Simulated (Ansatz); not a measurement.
NaCl:
```
CELL_PARAMETERS angstrom
      3.44695     0.00000     0.00000
      0.00000     3.44695     0.00000
      0.00000     0.00000     3.44695
ATOMIC_POSITIONS crystal
  Na 0.00000 0.00000 0.00000
  Cl 0.50000 0.50000 0.50000
```

Cartesian axes are those of the cell as given.

Q: Give the high-frequency dielectric tensor and the Born effective charge tensors of the independent atoms from DFPT, PBEsol in the plane-wave PAW code Ansatz.

A: 
ε∞:
```
2.79  0.00  0.00
0.00  2.79  0.00
0.00  0.00  2.79
```
Z* of atom 1 (Na), rows: field, columns: displacement, in e:
```
1.18  0.00  0.00
0.00  1.18  0.00
0.00  0.00  1.18
```
Z* of atom 2 (Cl), rows: field, columns: displacement, in e:
```
-1.18   0.00   0.00
 0.00  -1.18   0.00
 0.00   0.00  -1.18
```

Space group Pm-3m (CsCl type). This is a known high-pressure phase of the composition, computed here at zero pressure and temperature. The cell was relaxed with PBEsol under the symmetry of its start. At this level the phase is dynamically unstable (imaginary phonons).

Potentials: the later of the program's two PAW sets.
